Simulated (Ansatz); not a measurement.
The calculation used Ansatz 0.2.0, DFT, BLYP, plane waves (420 eV) with PAW, scalar-relativistic. The PAW files were generated under PBE, with cores re-solved for the functional.

An element in the diamond structure gives this curve. The cell is scaled uniformly from the relaxed one, with fractional coordinates and shape fixed. Energies are extrapolated to zero smearing, pressures are those at the given smearing. Magnetic state: spin not included.

```json
{"V (Å³/atom)": "30.110", "E − E₀ (meV/atom)": "61.9", "P (GPa)": "5.47"}
{"V (Å³/atom)": "31.479", "E − E₀ (meV/atom)": "25.2", "P (GPa)": "3.24"}
{"V (Å³/atom)": "32.848", "E − E₀ (meV/atom)": "5.7", "P (GPa)": "1.44"}
{"V (Å³/atom)": "34.216", "E − E₀ (meV/atom)": "0.0", "P (GPa)": "-0.02"}
{"V (Å³/atom)": "35.585", "E − E₀ (meV/atom)": "5.6", "P (GPa)": "-1.20"}
{"V (Å³/atom)": "36.954", "E − E₀ (meV/atom)": "20.3", "P (GPa)": "-2.15"}
{"V (Å³/atom)": "38.322", "E − E₀ (meV/atom)": "42.4", "P (GPa)": "-2.92"}
```

Question: Which element is it?
A. arsenic
B. silver
C. selenium
D. gold

Answer: C. Its fit is V₀ = 34.17 Å³/atom, B₀ = 33 GPa, B₀′ = 4.2.
